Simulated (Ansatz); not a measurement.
# 33S NMR of the central transition in MoS2 under strain

Cell: an entry of the Crystallography Open Database (COD), relaxed with PBE at fixed cell and then changed (z stretched by 1 %, ions relaxed).

```cif
data_structure
_symmetry_space_group_name_H-M 'P 1'
_symmetry_Int_Tables_number 1
_cell_length_a 3.1400
_cell_length_b 3.1400
_cell_length_c 12.6553
_cell_angle_alpha 90.000
_cell_angle_beta 90.000
_cell_angle_gamma 120.000
_cell_volume 108.06
loop_
_atom_site_label
_atom_site_type_symbol
_atom_site_fract_x
_atom_site_fract_y
_atom_site_fract_z
_atom_site_occupancy
Mo1 Mo 0.33333 0.66667 0.25000 1
Mo2 Mo 0.66667 0.33333 0.75000 1
S3 S 0.33333 0.66667 0.62564 1
S4 S 0.66667 0.33333 0.12564 1
S5 S 0.33333 0.66667 0.87436 1
S6 S 0.66667 0.33333 0.37436 1
```

Atom numbers follow the list; atoms alike are taken as one site, whose name carries the number of the first.

Level of theory: DFT, PBE, plane waves and PAW, scalar-relativistic, collinear spin, 420 eV cutoff, Γ-centred 16×16×4 k-points, Fermi–Dirac smearing 0.02 eV (Ansatz 0.2.0). Start moments as typed (μB): 2 on each Mo, none on the rest.

33S has I = 3/2 and Q = -69.40 mb (Pyykkö 2018); at 14.1 T its Larmor frequency is ν₀ = 46.1 MHz. Only the quadrupole interaction is simulated: positions count from each site's isotropic chemical shift, and shift anisotropy, dipolar and J coupling are left out.

Simulated pattern of one S site (static powder, Gaussian broadening 10 kHz):

| offset (kHz) | height |
| --- | --- |
| -149.8 | 3 |
| -139.4 | 81 |
| -129.0 | 100 |
| -118.6 | 63 |
| -108.2 | 51 |
| -97.8 | 44 |
| -87.4 | 40 |
| -77.0 | 38 |
| -66.6 | 36 |
| -56.2 | 35 |
| -45.8 | 33 |
| -35.3 | 33 |
| -24.9 | 32 |
| -14.5 | 32 |
| -4.1 | 31 |
| 6.3 | 26 |
| 16.7 | 27 |
| 27.1 | 29 |
| 37.5 | 31 |
| 47.9 | 36 |
| 58.3 | 45 |
| 68.7 | 71 |
| 79.1 | 57 |
| 89.5 | 2 |

Question: Which |C_Q| and η does the pattern imply?

Answer: The pattern spans 215 kHz before broadening and its centre of gravity is at -41.3 kHz, which fixes P_Q; the places of the horns and steps fix η. That gives P_Q = 8.73 MHz, |C_Q| = 8.73 MHz and η = 0.00. The sign of C_Q can't be read from the pattern.

An axis of threefold or higher order runs through S, so V_zz lies along it and η is zero.

Without spin–orbit coupling (the program notes it for Mo) the gradients can shift somewhat, as the gap is small. The start moments die out, and the run ends without spin.
